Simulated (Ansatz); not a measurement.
## CaIrN₃: relaxation (Ansatz)

The input file (Ansatz 0.2.0, plane waves):

```yaml
crystal:
  lattice:
    - [3.16950532, 0.0, 0.0]
    - [1.58475266, -4.96589456, 0.0]
    - [0.0, 0.0, -7.34982538]
  atoms:
    - { symbol: "N", position: [0.6296, 0.7408, 0.9447] }
    - { symbol: "N", position: [0.3704, 0.2592, 0.4447] }
    - { symbol: "N", position: [0.3704, 0.2592, 0.0553] }
    - { symbol: "N", position: [0.6296, 0.7408, 0.5553] }
    - { symbol: "N", position: [0.9331, 0.1338, 0.75] }
    - { symbol: "N", position: [0.0669, 0.8662, 0.25] }
    - { symbol: Ir, position: [0.0, 0.0, 0.0] }
    - { symbol: Ir, position: [0.0, 0.0, 0.5] }
    - { symbol: Ca, position: [0.2498, 0.5004, 0.75] }
    - { symbol: Ca, position: [0.7502, 0.4996, 0.25] }
  symmetry: { tolerance: 0.0003 }
kpoints:
  mp_grid: { grid: [6, 6, 3], shift: [0, 0, 0] }
magnetization:
  spin_polarized: false
scf:
  occupations: { method: fermi_dirac }
  lower_state_search: "off"
hamiltonian:
  pseudopotentials: { kind: paw }
  xc: lda
basis:
  ecutwfc: 420
  fft_grid_basis: typed
relax:
  max_steps: 80
  cell: { p_target: 0.0 }
  f_tol: 0.03
output:
  forces: true
  stress: true
  eigenvalues: true
  bader: true
  populations: true
  elf: true
  write_potential: true
  volumetric_format: npy
  dos:
    e_range: [-12, 8]
    de: 0.05
    projected: { site_lists: { Ca: [Ca], Ir: [Ir], "N": ["N"] } }
  write_density: true
checkpoint:
  read: saved_state
```

The command:

```bash
ansatz run input.yaml --threads 2 --pin off --max-ram 2560MiB --backend cpu --events-out ev --progress --plain --runs-dir out
```

Origin of the cell: a known structure type with other elements, at an estimated volume, so it need not be a known compound.

The smearing width isn't typed, so it takes its default of 0.1 eV.

The saved state is a converged single point of the same cell.

Excerpt of the output:

```
Pseudopotentials: kind: paw
Pseudopotential: N, paw, valence charge 5, recommended cutoff 420 eV (normal), N.paw.azcp
Pseudopotential: Ir, paw, valence charge 17, recommended cutoff 420 eV (normal), Ir.paw.azcp
Pseudopotential: Ca, paw, valence charge 10, recommended cutoff 420 eV (normal), Ca.paw.azcp
Functional definition: SPW92
  exchange = slater_x
  correlation = pw_c
Crystal: 10 atoms, lattice volume = 115.682 Å³
Basis set: ecut = 420 eV, 2273 PW (Γ)
Bands: 52, of which v1, the nominal top of the filled ones, is band 42 counted from 1 (41 counted from 0)
Symmetry: 8 space group operations
Space group: Cmcm (ITA 63), of the structure as read, at distance tolerance 1.5e-3 Å
k-points: 26 of 108
[… 9 lines left out …]
Initial density: read from a saved state, or passed on in memory by an earlier SCF of this step, an earlier step, the calling program or the single point that the run made first
Functional: x = slater, c = lda
SCF iter   1: F=—  HF=-29113.674287 eV  Δρ=3.13e-3  dr2=9.46e-3
SCF iter   2: F=—  HF=-29113.674238 eV  Δρ=1.45e-3  dr2=2.16e-3
SCF iter   3: F=—  HF=-29113.674277 eV  Δρ=2.01e-4  dr2=6.29e-5
SCF iter   4: F=—  HF=-29113.674265 eV  Δρ=4.06e-5  dr2=3.18e-6
SCF iter   5: F=—  HF=-29113.674264 eV  Δρ=1.03e-5  dr2=1.77e-7
SCF iter   6: F=-29113.674264 eV  HF=-29113.674264 eV  Δρ=2.99e-6  dr2=1.80e-8
relax step   1: F+E_penalty+E_count = -29113.674264 eV  Δ(F+E_penalty+E_count) = +0.000e0 eV  max|allowed force component| = 1.459e0 eV/Å  Δτ_max = 0.0000 Å  P = -14.277 GPa  Ω = 115.682 Å³ […]
relax step   2: F+E_penalty+E_count = -29114.307211 eV  Δ(F+E_penalty+E_count) = -6.329e-1 eV  max|allowed force component| = 3.101e-1 eV/Å  Δτ_max = 0.1194 Å  P = -0.091 GPa  Ω = 110.074 Å³ […]
relax step   3: F+E_penalty+E_count = -29114.369500 eV  Δ(F+E_penalty+E_count) = -6.229e-2 eV  max|allowed force component| = 2.965e-1 eV/Å  Δτ_max = 0.0541 Å  P = +1.138 GPa  Ω = 109.776 Å³ […]
relax step   4: F+E_penalty+E_count = -29114.424639 eV  Δ(F+E_penalty+E_count) = -5.514e-2 eV  max|allowed force component| = 2.890e-1 eV/Å  Δτ_max = 0.0521 Å  P = +0.963 GPa  Ω = 110.077 Å³ […]
relax step   5: F+E_penalty+E_count = -29114.496225 eV  Δ(F+E_penalty+E_count) = -7.159e-2 eV  max|allowed force component| = 3.923e-1 eV/Å  Δτ_max = 0.0491 Å  P = +0.974 GPa  Ω = 110.143 Å³ […]
relax step   6: F+E_penalty+E_count = -29114.616600 eV  Δ(F+E_penalty+E_count) = -1.204e-1 eV  max|allowed force component| = 6.228e-1 eV/Å  Δτ_max = 0.0625 Å  P = +0.981 GPa  Ω = 110.041 Å³ […]
relax step   7: F+E_penalty+E_count = -29115.377158 eV  Δ(F+E_penalty+E_count) = -7.606e-1 eV  max|allowed force component| = 1.497e0 eV/Å  Δτ_max = 0.1948 Å  P = -0.951 GPa  Ω = 109.335 Å³ […]
relax step   8: F+E_penalty+E_count = -29116.552310 eV  Δ(F+E_penalty+E_count) = -1.175e0 eV  max|allowed force component| = 9.463e-1 eV/Å  Δτ_max = 0.1981 Å  P = +2.927 GPa  Ω = 107.952 Å³ […]
relax step   9: F+E_penalty+E_count = -29114.922930 eV  Δ(F+E_penalty+E_count) = +1.629e0 eV  max|allowed force component| = 1.117e1 eV/Å  Δτ_max = 0.1912 Å  P = +16.884 GPa  Ω = 110.460 Å³ […]
relax step  10: F+E_penalty+E_count = -29116.754172 eV  Δ(F+E_penalty+E_count) = -2.019e-1 eV  max|allowed force component| = 7.168e-1 eV/Å  Δτ_max = 0.0956 Å  P = -1.894 GPa  Ω = 111.176 Å³ […]
relax step  11: F+E_penalty+E_count = -29116.806066 eV  Δ(F+E_penalty+E_count) = -5.189e-2 eV  max|allowed force component| = 1.826e-1 eV/Å  Δτ_max = 0.0534 Å  P = -1.005 GPa  Ω = 111.956 Å³ […]
relax step  12: F+E_penalty+E_count = -29116.815012 eV  Δ(F+E_penalty+E_count) = -8.946e-3 eV  max|allowed force component| = 6.493e-2 eV/Å  Δτ_max = 0.0136 Å  P = -0.029 GPa  Ω = 111.375 Å³ […]
relax step  13: F+E_penalty+E_count = -29116.815929 eV  Δ(F+E_penalty+E_count) = -9.172e-4 eV  max|allowed force component| = 1.839e-2 eV/Å  Δτ_max = 0.0092 Å  P = +0.049 GPa  Ω = 111.289 Å³ […]
relax step  14: F+E_penalty+E_count = -29116.815806 eV  Δ(F+E_penalty+E_count) = +1.235e-4 eV  max|allowed force component| = 4.919e-3 eV/Å  Δτ_max = 0.0022 Å  P = -0.013 GPa  Ω = 111.335 Å³ […]
relax step  15: F+E_penalty+E_count = -29116.848792 eV  Δ(F+E_penalty+E_count) = -3.299e-2 eV  max|allowed force component| = 8.590e-3 eV/Å  Δτ_max = 0.0000 Å  P = +0.315 GPa  Ω = 111.335 Å³  stress off target by 8.57e-1 GPa […]
relax step  16: F+E_penalty+E_count = -29116.849035 eV  Δ(F+E_penalty+E_count) = -2.429e-4 eV  max|allowed force component| = 1.317e-2 eV/Å  Δτ_max = 0.0018 Å  P = +0.005 GPa  Ω = 111.539 Å³ […]
relax step  17: F+E_penalty+E_count = -29116.850314 eV  Δ(F+E_penalty+E_count) = -1.279e-3 eV  max|allowed force component| = 1.330e-2 eV/Å  Δτ_max = 0.0000 Å  P = +0.019 GPa  Ω = 111.539 Å³  stress off target by 4.48e-2 GPa […]
SCF 17 converged in 6 iterations: F = -29116.850314 eV  dr2 = 4.67e-12
basis re-selected at this cell: Δ(F+E_penalty+E_count) = -1.279e-3 eV, ΔP = +0.014 GPa vs the last step (what re-selecting the basis moved, of the pressure what is left beyond the Pulay corre […]
SCF converged after 6 iterations
Free energy (F): -29116.850314 eV
Harris-Foulkes:  -29116.850314 eV  (|F-HF|=1.82e-11)
Internal energy: -29116.710027 eV  (E = F + TS)
E sigma→0 (E₀):  -29116.780171 eV
Entropy (-TS):   -0.140287 eV (-14.029 meV/atom)
Fermi energy:    13.971278 eV
--- Per-component energies (eV) ---
  E_band       = -575.781889
  E_kinetic    = 2591.688135
  E_local      = -6067.849673  (includes V_loc(G=0)·N_el)
  E_nonlocal   = 576.374186
  E_hartree    = 2223.700318
  E_xc         = -1160.940676
  E_vxc        = -1396.913701  (∫ρ·V_xc dr)
  E_paw        = -20245.890613  (= ΣΔE_a)
  E_vpaw       = -726.482035  (= ΣTr[D̂ρ^β])
  E_aug_tail   = 0.000637  (compensation charges beyond the density's cutoff)
  E_ewald      = -7035.662141
  E_core_change = 1.869800  (= ΣΔE_core)
  E_smearing   = -0.140287  (= −TS)
  Σ components = -29116.850314   (vs F -29116.850314, Δ=0.00e0)
--- Forces (eV/Å), atoms counted from 1 ---
  atom   1  N     -0.000000     0.000034     0.013298
  atom   2  N     -0.000000    -0.000034     0.013298
  atom   3  N      0.000000    -0.000034    -0.013298
  atom   4  N      0.000000     0.000034    -0.013298
  atom   5  N     -0.000000    -0.002254     0.000000
  atom   6  N      0.000000     0.002254    -0.000000
  atom   7  Ir     0.000000     0.000000     0.000000
  atom   8  Ir    -0.000000     0.000000    -0.000000
  atom   9  Ca     0.000000     0.003718    -0.000000
  atom  10  Ca    -0.000000    -0.003718     0.000000
  max |Σ_I F_I| component: 4.34e-19 eV/Å
--- Stress (GPa, compression-positive) ---
       -0.002813      -0.000000      -0.000000
       -0.000000       0.044809       0.000000
       -0.000000       0.000000       0.014415
  P = ⅓ Tr σ = 0.0188 GPa (0.188 kbar)
--- Relaxed structure (15 steps of the walk, 14 accepted, 2 SCFs on fresh bases) ---
  F+E_penalty+E_count = -29116.850314 eV   max|allowed force component| = 1.330e-2 eV/Å   (the final SCF, on the basis selected at the relaxed cell)
  cell:  # Å, volume = 111.5392 Å³
    - [3.292035, 0.0, 0.0]
    - [1.646018, -5.276310, 0.0]
    - [0.0, 0.0, -6.421443]
  atoms:
    - { symbol: N, position: [0.584603, 0.830795, 0.855355] }
    - { symbol: N, position: [0.415397, 0.169205, 0.355355] }
    - { symbol: N, position: [0.415397, 0.169205, 0.144645] }
    - { symbol: N, position: [0.584603, 0.830795, 0.644645] }
    - { symbol: N, position: [0.893047, 0.213906, 0.75] }
    - { symbol: N, position: [0.106953, 0.786094, 0.25] }
    - { symbol: Ir, position: [0.0, 0.0, 6.816e-19] }
    - { symbol: Ir, position: [0.0, 0.0, 0.5] }
    - { symbol: Ca, position: [0.248663, 0.502675, 0.75] }
    - { symbol: Ca, position: [0.751337, 0.497325, 0.25] }
--- Löwdin populations: 10 sites ---
  site symbol       q [e]
     0      N      5.5606
     1      N      5.5606
     2      N      5.5606
     3      N      5.5606
     4      N      6.0713
     5      N      6.0713
     6     Ir     15.9460
     7     Ir     15.9460
     8     Ca      8.3303
     9     Ca      8.3303
  spilling = 0.012649 (of n_electrons = 84.000000)
--- Bader charges: 10 sites ---
  site symbol  charge [e]  shift [e]
     0      N     -0.7041     0.0023
     1      N     -0.7042     0.0023
     2      N     -0.7041     0.0023
     3      N     -0.7041     0.0023
     4      N     -1.1625     0.0007
     5      N     -1.1625     0.0007
     6     Ir      1.1891     0.0046
     7     Ir      1.1892     0.0046
     8     Ca      1.3816     0.0007
     9     Ca      1.3816     0.0007
  estimated error of the sums over rays = 4.2e-4 e
```

The starting structure.

Space group Cmcm (No. 63); the run's cell has a = 3.170 Å, b = 5.213 Å, c = 7.350 Å, α = 90.00°, β = 90.00°, γ = 72.30°. Shortest distances: Ir–N 1.95 Å, Ca–N 2.41 Å, N–N 2.70 Å, Ca–Ir 3.09 Å, Ir–Ir 3.17 Å, Ca–Ca 3.17 Å.

After:

Space group Cmcm (No. 63); the run's cell has a = 3.292 Å, b = 5.527 Å, c = 6.421 Å, α = 90.00°, β = 90.00°, γ = 72.67°. Shortest distances: N–N 1.35 Å, Ir–N 1.96 Å, Ca–N 2.24 Å, Ca–Ir 3.08 Å, Ir–Ir 3.21 Å, Ca–Ca 3.29 Å.

```
Free energy lowered by  : 317.6 meV/atom
Volume change           : -3.58 %
Final pressure          : 0.02 GPa
Relaxation steps listed : 17
```

Caveats: no moments, though an odd count or open d shells may carry them; no spin-orbit coupling, though heavy elements are present; the k mesh is coarse if the cell is a metal; the relaxation held the start's symmetry, so the end may be a saddle point.

It ran for 2.4 min on 2 threads of Arm Neoverse V1, on a shared host, peak memory 0.47 GiB, from a saved density.
